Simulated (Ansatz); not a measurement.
TiAl3:
```xyz
4
Lattice="-1.9226 1.9226 4.3111 1.9226 -1.9226 4.3111 1.9226 1.9226 -4.3111" Properties=species:S:1:pos:R:3 pbc="T T T"
Al     0.0000     0.0000     4.3111
Al     0.0000     1.9226     2.1555
Al     1.9226     0.0000     2.1555
Ti     0.0000     0.0000     0.0000
```

Relaxed with PBE. Special points in fractions of this cell's reciprocal vectors: Γ (0.000, 0.000, 0.000); X (0.000, 0.000, 0.500); P (0.250, 0.250, 0.250); N (0.000, 0.500, 0.000); M (0.500, 0.500, -0.500); S (0.300, 0.700, -0.300); S0 (-0.300, 0.300, 0.300); R (-0.099, 0.099, 0.500); G (0.500, 0.500, -0.099).

Q: List the band energies nearest the Fermi level at these points for plane-wave PAW PBE (Ansatz code).

A: In eV from the Fermi level; about four levels below and three above (degenerate sets whole), none deeper than 8.9 eV; points with the same levels are listed once.

| k | below | above |
|---|---|---|
| Γ | -2.61 -1.37 -1.21 -1.21 | 0.82 1.71 1.71 |
| X | -3.72 -2.69 -2.20 -0.97 | 1.74 1.92 2.66 |
| P | -4.21 -1.81 -1.81 -1.17 | 0.85 1.74 1.92 |
| N | -3.57 -2.96 -1.04 -0.25 | 0.50 1.78 2.06 |
| M | -1.97 -0.92 -0.92 -0.23 | 0.70 0.70 0.94 |
| S | -5.53 -1.06 -0.74 -0.61 | 0.57 1.58 2.08 |
| R | -3.59 -2.20 -1.36 -0.85 | 1.67 1.87 2.17 |

Space group I4/mmm. The PBE relaxation kept the symmetry of its start. The run is not spin-polarised.

Potentials: the later of the program's two PAW sets.
